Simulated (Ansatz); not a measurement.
# SrRe2B2, a known structure type with other elements, at an estimated volume

```yaml
crystal:
  lattice:
    - [0.00000, 4.74290, 3.02215]
    - [0.00000, -4.74290, 3.02215]
    - [5.38528, 0.00000, -3.02215]
  atoms:
    - { symbol: Re, position: [0.36990, 0.36990, 0.73980] }
    - { symbol: Re, position: [0.63010, 0.63010, 0.26020] }
    - { symbol: Re, position: [0.38010, 0.88010, 0.76020] }
    - { symbol: Re, position: [0.11990, 0.61990, 0.23980] }
    - { symbol: Sr, position: [0.00000, 0.00000, 0.00000] }
    - { symbol: Sr, position: [0.75000, 0.25000, 0.50000] }
    - { symbol: B, position: [0.32800, 0.67200, 0.00000] }
    - { symbol: B, position: [0.67200, 0.32800, 0.00000] }
    - { symbol: B, position: [0.42200, 0.57800, 0.50000] }
    - { symbol: B, position: [0.07800, 0.92200, 0.50000] }
```

The numbers come from plane-wave PAW DFT (Ansatz): PBE, no spin polarisation, 420 eV, 6×6×6 Γ-centred k points, cold occupations (width 0.0445 eV). Nothing was relaxed.

What happens at the Fermi level?

It is a metal, with about 10 states/eV a cell as the mean within 0.25 eV of the Fermi level, mostly Re d (79 %).

How is the charge shared?

Bader charges in e: Sr +1.29, Re -0.02, B -0.63. In the mean Sr gives up most and B takes most.

Which atom feels the largest force, and which way?

The largest is on Re1 (and as large on other atoms): 0.47 eV/Å, components (0.47, 0.00, 0.00). It makes 128° with the line to a nearest neighbour, B9 at 2.12 Å.

Is the cell too large or too small?

The pressure is 8.7 GPa (compression positive), so with the atoms held at these fractions the cell would first expand. The principal stresses 2.4, 9.5, 14.3 GPa differ, so its shape would change too.

Origin: a known structure type with other elements, at an estimated volume, so it need not be a known compound. Caveats: many states at the Fermi level without spin polarisation, so a magnetic state may lie lower.
